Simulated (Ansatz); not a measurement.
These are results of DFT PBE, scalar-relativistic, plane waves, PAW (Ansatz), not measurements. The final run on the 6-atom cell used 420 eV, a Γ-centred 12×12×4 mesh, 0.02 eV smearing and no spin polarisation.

Energies over the elements count from the elements' standard structures at the same level, with no fitted energy shifts.

Task: Find a candidate trigonal narrow-gap semiconductor with formula Al2BAs3, with a gap near 0.3 eV, a formation energy near −0.13 eV/atom and about 20 Å³ per atom, in a cell of 6 atoms. Its symmetry should be P3m1 (No. 156).

Result: Al2BAs3, space group P3m1 (No. 156). Al on its first site has 4 As at 2.41–2.46 Å; Al on its second site has 4 As at 2.41–2.49 Å; around B lie 1 As at 2.08 Å and 3 As at 2.31 Å; As on its first site has 4 Al at 2.41–2.46 Å; 2 more sites not described.

```xyz
6
Lattice="3.8389 0.0000 0.0000 -1.9194 3.3246 0.0000 0.0000 0.0000 9.5635" Properties=species:S:1:pos:R:3 pbc="T T T"
Al    0.0000    0.0000    9.4630
Al    1.9194    1.1082    3.2982
B     0.0000    2.2164    6.4379
As    0.0000    0.0000    2.3577
As    1.9194    1.1082    5.7841
As    0.0000    2.2164    8.5221
```

* Volume per atom: 20.34 Å³
* Density: 3.94 g/cm³
* Energy over the elements: −0.134 eV/atom
* Gap on the 12×12×4 mesh of the 6-atom cell: 0.34 eV

It was reached by relaxing an invented guess, and it needn't be the stable form of this composition. Other answers may fit too; this one was computed.

Kohn–Sham gaps at this level usually fall short of measured ones. The reference form of As is held partly by dispersion forces, which this level lacks. Small gaps are read on the mesh alone, and bands can cross between its points. A later test with randomly moved atoms came back to the same energy, though modes that don't fit the test's cell weren't probed. Another cell of Al2BAs3 relaxed alike, in I-4m2, lies 18 meV/atom lower, so this cell isn't the stable form at this level.
